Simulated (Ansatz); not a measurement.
ZrTa:
```
ZrTa
1.0
    0.00000     2.78739     2.78739
    2.78739     0.00000     2.78739
    2.78739     2.78739     0.00000
Ta Zr
1 1
Direct
  0.00000   0.00000   0.00000
  0.50000   0.50000   0.50000
```

Relaxed with PBEsol. Special points in fractions of this cell's reciprocal vectors: Γ (0.000, 0.000, 0.000); X (0.500, 0.000, 0.500); U (0.625, 0.250, 0.625); K (0.375, 0.375, 0.750); L (0.500, 0.500, 0.500); W (0.500, 0.250, 0.750).

**Question.** List the band energies nearest the Fermi level at these points for PBEsol in the plane-wave PAW code Ansatz.

**Answer.** In eV from the Fermi level; about four levels below and three above (degenerate sets whole), none deeper than 8.9 eV; points with the same levels are listed once.

| k | below | above |
|---|---|---|
| Γ | -2.19 -2.19 -2.00 -2.00 -2.00 | 6.20 6.20 6.20 |
| X | -3.63 -2.97 -1.25 -0.72 | 0.38 2.33 2.33 |
| U | -2.01 -1.04 -0.95 -0.41 | 1.47 3.36 3.49 |
| L | -2.62 -2.19 | 0.38 0.38 0.78 0.78 |
| W | -2.13 -2.13 -2.02 -1.24 | 0.83 1.31 2.43 |

Space group Fm-3m (rock salt). The start of the workflow was typed in or built on a structure type; neither database checked (COD, Materials Project) lists it. Its standing as an ambient phase is unchecked. The cell was relaxed with PBEsol under the symmetry of its start. At this level the phase is mechanically unstable. The run is not spin-polarised. Its formation energy is positive at this level, so the cell may be metastable or incomplete. Scalar-relativistic: spin–orbit coupling is off unless named, which matters more the heavier the elements.

Potentials: the earlier of the program's two PAW sets. The files were generated under PBE; for other functionals the program regenerates the frozen cores, and for LDA and PBEsol the local potential too.
